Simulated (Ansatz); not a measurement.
A geometry of TiC away from equilibrium: the start of the relaxation of a relaxed TiC cell displaced along its unstable phonon at q = (½, 0, 0) of its primitive reciprocal cell (205i cm⁻¹), largest move 0.15 Å. Method: PBE (plane waves to 420 eV, PAW, scalar-relativistic; Ansatz, a program for electronic structure). Γ-centred k-mesh 6×7×7 on the run's cell (coarser than for final values), Fermi–Dirac smearing 0.05 eV.

```xyz
12
Lattice="5.8434 0.0000 0.0000 0.0000 2.6867 4.9427 0.0000 -2.6867 4.9427" Properties=species:S:1:pos:R:3 pbc="T T T"
Ti     0.0000    -0.1500     4.8624
Ti     2.9217     0.1500     4.8624
Ti     0.0000    -1.3898     7.2409
Ti     2.9217    -1.4492     7.1180
Ti     0.0000     1.4492     7.1180
Ti     2.9217     1.3898     7.2409
C      0.0000     0.1160     0.6420
C      2.9217    -0.1160     0.6420
C      1.4609     0.0000     3.3989
C      4.3826     0.0000     3.3989
C      1.4609     0.0000     6.5585
C      4.3826     0.0000     6.5585
```

Problem. Give the Cartesian forces on all atoms (eV/Å).

Solution. 
```
atom    Fx     Fy     Fz
----  ----  -----  -----
Ti1   0.00  -0.99   0.01
Ti2   0.00   0.99   0.01
Ti3   0.00   0.19   0.54
Ti4   0.00  -0.22  -0.40
Ti5   0.00   0.22  -0.40
Ti6   0.00  -0.19   0.54
C7    0.00   0.18  -0.01
C8    0.00  -0.18  -0.01
C9    0.00   0.00  -0.08
C10   0.00   0.00  -0.08
C11   0.00   0.00  -0.07
C12   0.00   0.00  -0.07
```

Problem. What is the pressure?

Solution. -0.3 GPa, compression positive.

Problem. How far above the relaxed end point is this geometry?

Solution. 0.50 eV/atom; the path ends in P6₃/mcm (No. 193).

No spin polarisation in the result.

The run could not lose the symmetry of its start: the end is stationary, and may be a saddle point rather than a minimum.

The end of the path is a generated cell of TiC: the first start was made by placing the elements on the sites of a structure type, and the end was not matched to a known phase here, so it may be hypothetical. Known forms of TiC include space group No. 225.
